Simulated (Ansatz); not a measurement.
## Is this TaTi5N6 structure stable?

The cell was found from a structure generator's guess, not taken from experiment.

Level of theory: DFT PBE, scalar-relativistic, plane waves, PAW in Ansatz 0.2.0. The final run on the 12-atom cell used 420 eV, a Γ-centred 12×12×4 mesh, 0.10 eV smearing and no spin polarisation.

```
CELL_PARAMETERS angstrom
3.03178 0.00000 0.00000
0.00000 3.03178 0.00000
0.00000 0.00000 12.81230
ATOMIC_POSITIONS crystal
Ti 0.00000 0.00000 0.00000
Ti 0.50000 0.50000 0.16510
Ti 0.00000 0.00000 0.32695
Ti 0.00000 0.00000 0.67305
Ti 0.50000 0.50000 0.83490
Ta 0.50000 0.50000 0.50000
N 0.00000 0.00000 0.16446
N 0.50000 0.50000 0.33048
N 0.00000 0.00000 0.50000
N 0.50000 0.50000 0.66952
N 0.00000 0.00000 0.83554
N 0.50000 0.50000 0.00000
```

Energies over the elements count from the elements' standard structures at the same level (N₂ as a molecule), with no fitted energy shifts.

**Question.** These tests were run: energy against the elements; random kick, then relaxation without symmetry; phonons on a 2×2×1 q mesh; elastic tensor. What do they show?

**Answer.**

| test | result |
| --- | --- |
| energy against the elements | −1.58 eV/atom |
| random kick, then relaxation without symmetry | returns |
| phonons on a 2×2×1 q mesh | no imaginary mode on the mesh |
| elastic tensor | least eigenvalue 147 GPa |

It fails none of these tests. Whether a mixture of other phases lies lower isn't tested here.

Spin–orbit coupling, which can matter for Ta, is left out. The kick test ran on a coarse mesh. The run for the phonons used a 12×12×4 k mesh and Fermi–Dirac smearing of 0.15 eV. The run for the elastic tensor used a 12×12×4 k mesh and Fermi–Dirac smearing of 0.15 eV.
